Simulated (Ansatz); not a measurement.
KBr:
```
KBr
1.0
    0.00000     3.35276     3.35276
    3.35276     0.00000     3.35276
    3.35276     3.35276     0.00000
K Br
1 1
Direct
  0.00000   0.00000   0.00000
  0.50000   0.50000   0.50000
```

Relaxed with PBE. Special points in fractions of this cell's reciprocal vectors: Γ (0.000, 0.000, 0.000); X (0.500, 0.000, 0.500); U (0.625, 0.250, 0.625); K (0.375, 0.375, 0.750); L (0.500, 0.500, 0.500); W (0.500, 0.250, 0.750).

List the band energies nearest the valence-band maximum at these points for DFT-PBE in the program Ansatz with PAW potentials.

In eV from the valence-band maximum; about four levels below and three above (degenerate sets whole), none deeper than 8.9 eV; points with the same levels are listed once.

```json
[
 {"k": "Γ", "below": "0.00 0.00 0.00", "above": "4.31 7.59 7.59 7.59"},
 {"k": "X", "below": "-0.76 -0.27 -0.27", "above": "5.91 7.03 9.24"},
 {"k": "U", "below": "-0.65 -0.59 -0.30", "above": "6.58 7.94 8.31"},
 {"k": "L", "below": "-1.09 -0.30 -0.30", "above": "6.49 8.05 9.61 9.61"},
 {"k": "W", "below": "-0.55 -0.55 -0.49", "above": "7.33 7.33 8.07"}
]
```

Space group Fm-3m (rock salt). The PBE relaxation kept the symmetry of its start; phonons on a q-mesh show no instability. Scalar-relativistic: spin–orbit coupling is off unless named, which matters more the heavier the elements.

Potentials: the later of the program's two PAW sets.
